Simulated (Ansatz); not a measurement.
An Ansatz (a first-principles code) run. Input:

Ansatz 0.2 input:
```yaml
crystal:
  lattice:
    - [3.181243336, 0.0, 0.0]
    - [0.0, 3.181243336, 0.0]
    - [0.0, 0.0, 3.181243336]
  atoms:
    - { symbol: Al, position: [0.0, 0.0, 0.0] }
    - { symbol: Au, position: [0.5, 0.5, 0.5] }
kpoints:
  mp_grid: { grid: [9, 9, 9] }
  band_path:
    path:
      - [[0.0, 0.0, 0.0], [0.0, 0.5, 0.0], [0.5, 0.5, 0.0], [0.0, 0.0, 0.0], [0.5, 0.5, 0.5], [0.0, 0.5, 0.0]]  # Γ-X-M-Γ-R-X
      - [[0.5, 0.5, 0.5], [0.5, 0.5, 0.0]]  # R-M
    npoints: 12
hamiltonian:
  xc: r2scan
  pseudopotentials: { kind: paw }
magnetization: { noncollinear: true, spin_orbit: true }
scf:
  n_extra_bands: 12
  convergence: { dr2_threshold: 0.0000000001 }
  occupations: { method: gaussian, width: 0.05 }
output: { eigenvalues: true }
```

Output (shortened):

```
Pseudopotentials: kind: paw_fr
Pseudopotential: Al, paw_fr, valence charge 3
Pseudopotential: Au, paw_fr, valence charge 19
Functional definition: r2SCAN
non-collinear run that drives no moment, with spin-orbit …
Crystal: 2 atoms, lattice volume = 32.195 Å³
Basis set: ecut = 500 eV, 799 PW (Γ), exchange–correlation on 96×96×96 points (64 copies of the dense FFT grid, shifted against one another)
Bands: 34, of which v1, the nominal top of the filled ones, is band 22 counted from 1 (21 counted from 0)
Symmetry: 48 space group operations + 48 with time reversal
k-points: 35 of 729
Projection manifold: j_resolved (fully-relativistic pseudo-atomic orbitals)
PAW frozen core: Al, regenerated for the run's functional
PAW frozen core: Au, regenerated for the run's functional
Initial density: superposition of atomic densities (chi_scale 0.1, normalization cell, long waves kept (reshape's long-wave potential 0.00 eV rms))
Initial wavefunctions: pseudopotential atomic-orbital guess
Eigensolver: davidson
Functional: x = r2scan, c = r2scan; τ floored in thin density (d = 2e-4 eV/Å³)
SCF iter   1: F=—  HF=-13680.048726 eV  |F-HF|=—  |Δ(HF+E_count)|=         —  Δρ=9.05e-2  dr2=3.43e0  dr2_τ=2.81e-2  dr2_m=0.00e0 (ungated)  ethr=3.10e-3  |M|=0.00e0 ∫|m|=0.00e0 μB  |m|>n=0.0e0 m-floor=0.0e0 τ_xc=0.0e0  β_m=0.30  ⟨swp⟩=6.7  Hψ=3159  notcnv=0  defer=30
all-band conjugate gradients solve this SCF's bands
preconditioner: auto → none
SCF iter   2: F=—  HF=-13679.230363 eV  |F-HF|=—  |Δ(HF+E_count)|=   8.18e-1  Δρ=2.82e-2  dr2=1.48e-1  dr2_τ=3.17e-2  dr2_m=0.00e0 (ungated)  ethr=3.10e-3  |M|=0.00e0 ∫|m|=0.00e0 μB  |m|>n=0.0e0 m-floor=0.0e0 τ_xc=0.0e0  β_m=0.31  ⟨swp⟩=2.4  Hψ=1124  notcnv=0  defer=220
SCF iter   3: F=—  HF=-13679.291950 eV  |F-HF|=—  |Δ(HF+E_count)|=   6.16e-2  Δρ=1.87e-2  dr2=6.71e-2  dr2_τ=6.38e-4  dr2_m=0.00e0 (ungated)  ethr=6.73e-4  |M|=0.00e0 ∫|m|=0.00e0 μB  |m|>n=0.0e0 m-floor=0.0e0 τ_xc=0.0e0  β_m=0.61  ⟨swp⟩=2.0  Hψ=705  notcnv=0  defer=220
SCF iter   4: F=—  HF=-13679.302000 eV  |F-HF|=—  |Δ(HF+E_count)|=   1.01e-2  Δρ=1.79e-3  dr2=9.29e-4  dr2_τ=7.64e-6  dr2_m=0.00e0 (ungated)  ethr=3.05e-4  |M|=0.00e0 ∫|m|=0.00e0 μB  |m|>n=0.0e0 m-floor=0.0e0 τ_xc=0.0e0  β_m=0.61  ⟨swp⟩=2.8  Hψ=908  notcnv=0  defer=220
SCF iter   5: F=—  HF=-13679.301840 eV  |F-HF|=—  |Δ(HF+E_count)|=   1.61e-4  Δρ=3.55e-4  dr2=1.56e-5  dr2_τ=7.30e-7  dr2_m=0.00e0 (ungated)  ethr=4.22e-6  |M|=0.00e0 ∫|m|=0.00e0 μB  |m|>n=0.0e0 m-floor=0.0e0 τ_xc=0.0e0  β_m=0.79  ⟨swp⟩=2.1  Hψ=677  notcnv=0  defer=220
SCF iter   6: F=—  HF=-13679.301838 eV  |F-HF|=—  |Δ(HF+E_count)|=   1.54e-6  Δρ=3.98e-5  dr2=3.84e-7  dr2_τ=1.22e-8  dr2_m=0.00e0 (ungated)  ethr=7.08e-8  |M|=0.00e0 ∫|m|=0.00e0 μB  |m|>n=0.0e0 m-floor=0.0e0 τ_xc=0.0e0  β_m=0.74  ⟨swp⟩=2.0  Hψ=751  notcnv=0  defer=220
SCF iter   7: F=—  HF=-13679.301842 eV  |F-HF|=—  |Δ(HF+E_count)|=   3.29e-6  Δρ=7.84e-6  dr2=2.88e-8  dr2_τ=3.66e-10  dr2_m=0.00e0 (ungated)  ethr=1.75e-9  |M|=0.00e0 ∫|m|=0.00e0 μB  |m|>n=0.0e0 m-floor=0.0e0 τ_xc=0.0e0  β_m=0.87  ⟨swp⟩=2.5  Hψ=809  notcnv=0  defer=220
SCF iter   8: F=—  HF=-13679.301841 eV  |F-HF|=—  |Δ(HF+E_count)|=   5.27e-9  Δρ=6.99e-7  dr2=2.39e-10  dr2_τ=3.03e-12  dr2_m=0.00e0 (ungated)  ethr=1.31e-10  |M|=0.00e0 ∫|m|=0.00e0 μB  |m|>n=0.0e0 m-floor=0.0e0 τ_xc=0.0e0  β_m=0.93  ⟨swp⟩=2.0  Hψ=699  notcnv=0  defer=220
SCF iter   9: F=-13679.301841 eV  HF=-13679.301841 eV  |F-HF|=5.46e-12  |Δ(HF+E_count)|=  5.46e-12  Δρ=1.21e-7  dr2=8.39e-12  dr2_τ=3.89e-14  dr2_m=0.00e0 (ungated)  ethr=1.00e-12  |M|=0.00e0 ∫|m|=0.00e0 μB  |m|>n=0.0e0 m-floor=0.0e0 τ_xc=0.0e0  ⟨swp⟩=8.4  Hψ=2319  notcnv=0
SCF 1 converged in 9 iterations: F = -13679.301841 eV  dr2 = 8.39e-12
NSCF: frozen V_eff on 74 k-points
SCF converged after 9 iterations
Magnetization: |M| = 0.0000 μB,  M = (+0.0000, +0.0000, +0.0000) μB
Absolute magnetization: 0.0000 μB (∫|m|)
  site 0: m = (+0.0000, +0.0000, +0.0000) μB, |m| = 0.0000 μB  (R = 1.14 Å)
  site 1: m = (+0.0000, +0.0000, +0.0000) μB, |m| = 0.0000 μB  (R = 1.14 Å)
Free energy (F): -13679.301841 eV
Harris-Foulkes:  -13679.301841 eV  (|F-HF|=5.46e-12)
Internal energy: -13679.301351 eV  (E = F + TS)
E sigma→0 (E₀):  -13679.301596 eV
Entropy (-TS):   -0.000491 eV (-0.245 meV/atom)
Fermi energy:    16.130184 eV
--- Per-component energies (eV) ---
  E_band       = -315.829290
  E_kinetic    = 629.219973
  E_local      = -2413.574849  (includes V_loc(G=0)·N_el)
  E_nonlocal   = 67.737258
  E_hartree    = 1044.896428
  E_xc         = -256.865118
  E_vxc        = -342.348816  (∫ρ·V_xc dr)
  E_paw        = -10167.639216  (= ΣΔE_a)
  E_vpaw       = -369.889334  (= ΣTr[D̂ρ^β])
  E_aug_tail   = 0.000652  (compensation charges beyond the density's cutoff)
  E_vtau       = 23.233090  (kinetic-family band-sum trace: ∫τ·v_τ [+ j·A + Jᵃ·Aᵃ] dr)
  E_ewald      = -2582.822616
  E_core_change = -0.253863  (= ΣΔE_core)
  E_smearing   = -0.000491  (= −TS)
  E_closure    = 0.000000  (closes the sum)
  Σ components = -13679.301841   (vs F -13679.301841, Δ=0.00e0)
  [band-id]    e_kinetic+e_local+e_nonlocal+2·e_hartree+e_vxc+e_vpaw+e_augmentation_tail+e_vtau = -315.829170   (vs E_band -315.829290, Δ=1.20e-4)
--- Band table (eV; the first three rows and the last of 35) ---
  k-point 0: bands = ["-93.0520", "-93.0520", "-56.0395", "-56.0395", "-39.6847", "-39.6847", "-39.6847", "-39.6847", "3.6590", "3.6590", "8.4867", "8.4867", "8.4867", "8.4867", "10.7628", "10.7628", "10.7628", "10.7628", "11.5368", "11.5368", "18.3592", "18.3592", "19.2905", "19.2905", "19.2905", "19.2905", "23.7597", "23.7597", "23.7597", "23.7597", "23.9774", "23.9774", "33.5705", "33.5705"]
  k-point 1: bands = ["-93.0519", "-93.0519", "-56.0400", "-56.0400", "-39.6889", "-39.6889", "-39.6842", "-39.6842", "3.8776", "3.8776", "8.5214", "8.5214", "8.5506", "8.5506", "10.6425", "10.6425", "10.7326", "10.7326", "11.4471", "11.4471", "17.4780", "17.4780", "19.0766", "19.0766", "19.6371", "19.6371", "23.5202", "23.5202", "23.9699", "23.9699", "25.6156", "25.6156", "31.6744", "31.6744"]
  k-point 2: bands = ["-93.0516", "-93.0516", "-56.0414", "-56.0414", "-39.6995", "-39.6995", "-39.6829", "-39.6829", "4.5131", "4.5131", "8.6076", "8.6076", "8.6765", "8.6765", "10.3559", "10.3559", "10.6052", "10.6052", "11.3083", "11.3083", "15.3088", "15.3088", "19.9235", "19.9235", "20.5763", "20.5763", "22.9373", "22.9373", "24.2761", "24.2761", "28.7232", "28.7232", "29.2672", "29.2672"]
  k-point 34: bands = ["-93.0493", "-93.0493", "-56.0528", "-56.0528", "-39.7284", "-39.7284", "-39.7283", "-39.7283", "7.8051", "7.8051", "7.8747", "7.8747", "8.5683", "8.5683", "11.6607", "11.6607", "11.7524", "11.7524", "14.9332", "14.9332", "16.2469", "16.2469", "16.5467", "16.5467", "17.1907", "17.1907", "19.2087", "19.2087", "20.2051", "20.2051", "20.2998", "20.2998", "21.4464", "21.4464"]
  band table: 34 of 34 bands, residual norms ≤ 1.0e-3 eV
```

Cost: around 30 core-seconds (rough) on shared cores.

Space group Pm-3m (CsCl type). The first step of the workflow began from a Materials Project structure, measured or hypothetical; the Crystallography Open Database copy checked does not list it. With Al and Au taken as one species the cell has the higher symmetry Im-3m, so it may be an ordered model of a mixed-site phase. Its standing as an ambient phase is unchecked. Symmetry was held in the r²SCAN relaxation. At this level the phase is mechanically unstable.

Potentials: the later of the program's two PAW sets.

Ansatz is a plane-wave DFT program.
